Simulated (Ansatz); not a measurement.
Computed with Ansatz 0.2.0, DFT PBE, scalar-relativistic, plane waves, PAW. All cells share a 420 eV cutoff and Γ-centred k meshes spaced at most about 0.3 Å⁻¹ (about 0.25 or finer for metals, 2π included). No spin polarisation in the final relaxations.

These are static total energies at zero pressure. Lower structures may exist.

**Question.** Order these relaxed structures of Mo4C3 by energy, lowest first, with the energy over the lowest of them.
1. Space group R-3m (No. 166), trigonal, a = 3.077 Å, c = 29.248 Å. Mo on its first site is surrounded by 6 C at 2.20 Å; Mo on its second site is surrounded by 3 C at 2.07 Å; C on a site of symmetry 3m has 3 Mo at 2.07 Å and 3 Mo at 2.20 Å; C on a site of symmetry -3m is surrounded by 6 Mo at 2.20 Å.
2. Space group I4/mmm (No. 139), tetragonal, a = 4.326 Å, c = 8.544 Å. Mo on a site of symmetry 4mm has 5 C at 2.07–2.16 Å; Mo on a site of symmetry mmm is surrounded by 4 C at 2.14–2.16 Å; around C on a site of symmetry -4m2 lie 6 Mo at 2.14–2.16 Å; C on a site of symmetry 4/mmm is surrounded by 6 Mo at 2.07–2.16 Å.

**Answer.** 2 (0 meV/atom), 1 (39 meV/atom). Forms: 2 I4/mmm; 1 R-3m. Counting C atoms around Mo (those within 1.25 times the shortest such distance or 1.15 times the sum of covalent radii; a slash parts the counts of unlike sites): cell 2 has Mo 4/5; cell 1 has Mo 3/6.

The R-3m cell at 11.4 Å³/atom was relaxed from a Materials Project cell. Some candidate types were left out of the draw beforehand, so a known form may be missing.
